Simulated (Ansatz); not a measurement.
LuNi$_{4}$Sn:
```
CELL_PARAMETERS angstrom
      0.00000     3.46358     3.46358
      3.46358     0.00000     3.46358
      3.46358     3.46358     0.00000
ATOMIC_POSITIONS crystal
  Lu 0.00000 0.00000 0.00000
  Sn 0.75000 0.75000 0.75000
  Ni 0.37539 0.37539 0.87382
  Ni 0.37539 0.87382 0.37539
  Ni 0.87382 0.37539 0.37539
  Ni 0.37539 0.37539 0.37539
```

Relaxed with r²SCAN. Special points in fractions of this cell's reciprocal vectors: Γ (0.000, 0.000, 0.000); X (0.500, 0.000, 0.500); U (0.625, 0.250, 0.625); K (0.375, 0.375, 0.750); L (0.500, 0.500, 0.500); W (0.500, 0.250, 0.750).

**Question.** List the band energies nearest the Fermi level at these points for DFT-r²SCAN in the program Ansatz with PAW potentials.

**Answer.** In eV from the Fermi level; about four levels below and three above (degenerate sets whole), none deeper than 8.9 eV; points with the same levels are listed once.

```tsv
k	below	above
Γ	-0.82 -0.82 -0.82 -0.44	0.12 0.12 0.12
X	-0.94 -0.92 -0.92 -0.90	0.41 0.60 0.60
U	-0.86 -0.73 -0.66 -0.23	0.54 1.82 2.72
L	-1.04 -1.04 -0.87 -0.87 -0.04	0.02 0.02 0.12
W	-0.70 -0.67 -0.65 -0.38	0.63 2.29 2.53
```

Space group F-43m. The workflow started from an entry of the Crystallography Open Database (COD). Whether it is the stable phase at ambient conditions was not checked. The r²SCAN relaxation kept the symmetry of its start; whether a distortion lowers the energy is not shown. The workflow began spin-polarised and lost its moments. Spin–orbit coupling is left out wherever it is not named.

Potentials: the later of the program's two PAW sets.
